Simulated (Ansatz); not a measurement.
# Computed properties of Sn2Au

Sn2Au:
```yaml
crystal:
  lattice:
    - [6.92539, 0.00000, 0.00000]
    - [0.00000, 7.04970, 0.00000]
    - [0.00000, 0.00000, 11.79716]
  atoms:
    - { symbol: Sn, position: [0.62822, 0.52897, 0.32680] }
    - { symbol: Sn, position: [0.37178, 0.47103, 0.67320] }
    - { symbol: Sn, position: [0.87178, 0.47103, 0.82680] }
    - { symbol: Sn, position: [0.12822, 0.52897, 0.17320] }
    - { symbol: Sn, position: [0.12822, 0.97103, 0.67320] }
    - { symbol: Sn, position: [0.87178, 0.02897, 0.32680] }
    - { symbol: Sn, position: [0.37178, 0.02897, 0.17320] }
    - { symbol: Sn, position: [0.62822, 0.97103, 0.82680] }
    - { symbol: Sn, position: [0.85166, 0.25199, 0.08854] }
    - { symbol: Sn, position: [0.14834, 0.74801, 0.91146] }
    - { symbol: Sn, position: [0.64834, 0.74801, 0.58854] }
    - { symbol: Sn, position: [0.35166, 0.25199, 0.41146] }
    - { symbol: Sn, position: [0.35166, 0.24801, 0.91146] }
    - { symbol: Sn, position: [0.64834, 0.75199, 0.08854] }
    - { symbol: Sn, position: [0.14834, 0.75199, 0.41146] }
    - { symbol: Sn, position: [0.85166, 0.24801, 0.58854] }
    - { symbol: Au, position: [0.51301, 0.89325, 0.38377] }
    - { symbol: Au, position: [0.48699, 0.10675, 0.61623] }
    - { symbol: Au, position: [0.98699, 0.10675, 0.88377] }
    - { symbol: Au, position: [0.01301, 0.89325, 0.11623] }
    - { symbol: Au, position: [0.01301, 0.60675, 0.61623] }
    - { symbol: Au, position: [0.98699, 0.39325, 0.38377] }
    - { symbol: Au, position: [0.48699, 0.39325, 0.11623] }
    - { symbol: Au, position: [0.51301, 0.60675, 0.88377] }
```

Space group Pbca (No. 61); conventional cell a = 6.9254 Å, b = 7.0497 Å, c = 11.7972 Å, α = 90.00°, β = 90.00°, γ = 90.00°.

Method: PBEsol (plane waves, PAW; program Ansatz). Structure relaxed to zero pressure with the same functional. Other levels are named where they apply.

Cell and energy:

```json
{
  "volume_per_atom": "24.00 Å³",
  "density": "10.02 g/cm³",
  "Formation energy from the elements (no fitted shifts)": "-0.16 eV/atom"
}
```

Electronic structure:

```json
{
  "electronic_character": "metallic (no gap)",
  "Density of states at the Fermi level": "0.32 states/eV per atom (mean over ±0.08 eV)"
}
```

Mechanics:

```json
{
  "Bulk modulus (Birch–Murnaghan fit)": "68.4 GPa",
  "Pressure derivative B′": "7.5"
}
```

The first step of the workflow began from a Materials Project structure, measured or hypothetical; the Crystallography Open Database files this formula in space group No. 61, but the cells were not matched. Its standing as an ambient phase is unchecked. Symmetry was held in the PBEsol relaxation; its stability against distortions is not shown here. Axis ratios of metals converge slowly with the k-mesh, so a and c are less sure than the volume. The references are the lowest solids computed at this level, not always the standard phases. Scalar-relativistic: spin–orbit coupling is off unless named, which matters more the heavier the elements.

Potentials: the later of the program's two PAW sets.
